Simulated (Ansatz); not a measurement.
Harmonic vibrational thermodynamics of InSb (zinc blende, F-43m) at fixed volume, the program Ansatz at the PBE level (PAW). The rows extrapolate the 0 K crystal and know nothing of melting or changes of phase.

| T (K) | F_vib (meV/atom) | S (J/K per mol of atoms) | C_V (J/K per mol of atoms) |
|---|---|---|---|
| 50 | ? | ? | 12.4 |
| 100 | 10.3 | 20.9 | 19.8 |
| 200 | -19.9 | 36.1 | 23.4 |
| 300 | -62.6 | 45.8 | 24.3 |
| 400 | ? | 52.8 | ? |
| 600 | -234.3 | 62.8 | 24.8 |
| 800 | -372.2 | 69.9 | 24.8 |
| 1000 | ? | ? | 24.9 |

Q: Fill in the missing entries.

A: 
- 400, F_vib (meV/atom): -113.8
- 400, C_V (J/K per mol of atoms): 24.5
- 1000, F_vib (meV/atom): -523.1
- 1000, S (J/K per mol of atoms): 75.5
- 50, F_vib (meV/atom): 18.3
- 50, S (J/K per mol of atoms): 9.5

The PBE relaxation kept the symmetry of its start; phonons on a q-mesh show no instability. Spin–orbit coupling is left out wherever it is not named.

Potentials: the later of the program's two PAW sets.
